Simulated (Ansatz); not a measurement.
# GaPt₃: all-electron results

```
Ga Pt
1.0
     3.90988    0.00000    0.00000
     0.00000    3.90988    0.00000
     0.00000    0.00000    3.90988
Ga Pt
1 3
Direct
  0.00000 0.00000 0.00000
  0.00000 0.50000 0.50000
  0.50000 0.50000 0.00000
  0.50000 0.00000 0.50000
```

Atoms are numbered in the order listed.

Conventional cell: a = 3.910 Å, b = 3.910 Å, c = 3.910 Å, α = 90.00°, β = 90.00°, γ = 90.00°. Ga (atom 1) is surrounded by 12 Pt at 2.76 Å. Pt (atom 2) has 4 Ga at 2.76 Å and 8 Pt at 2.76 Å as nearest neighbours.

Structure from Materials Project entry mp-11407 (possibly hypothetical), not relaxed further.

Spin polarisation is left out, and whether a magnetic state lies lower isn't shown here.

Spin–orbit coupling is left out, though it moves levels of the heavy atoms by tenths of an eV or more.

Levels of theory: DFT, LDA, all-electron LAPW, scalar-relativistic (Ansatz 0.2.0); DFT, LDA, PAW with Ansatz's default frozen-core files, scalar-relativistic (Ansatz 0.2.0).

For LAPW: a Γ-centred 9×9×9 k mesh, Fermi–Dirac smearing of 0.03 eV, basis error target 1 meV/atom, no spin polarisation. PAW takes a cutoff of 420 eV at this cell (files made with PBE, cores remade for this functional). The Ansatz runs share mesh, smearing and spin set-up. Values come from LAPW unless marked.

```
Pressure at this cell                                                                                                  : -8.57 GPa
Löwdin charges (with 0.40 e of the cell spilling out of the atomic basis, so their sizes and signs hang on that basis) : Ga1 -0.57, Pt2 0.32 e
Volume per atom                                                                                                        : 100.8 bohr³
```

Question: Predict this quantity. Band gap.

Answer: none: with an odd electron count and no spin polarisation the bands can't all be full, a metal in this set-up (spin order or a larger cell could open a gap).

Question: Give the computed value. Bader charges (from the PAW run).

Answer: Ga1 +0.91, Pt2 -0.30 e.

Question: Predict this quantity. Density of states at the Fermi level (0.2 eV bin).

Answer: 2.70 states/eV per cell.
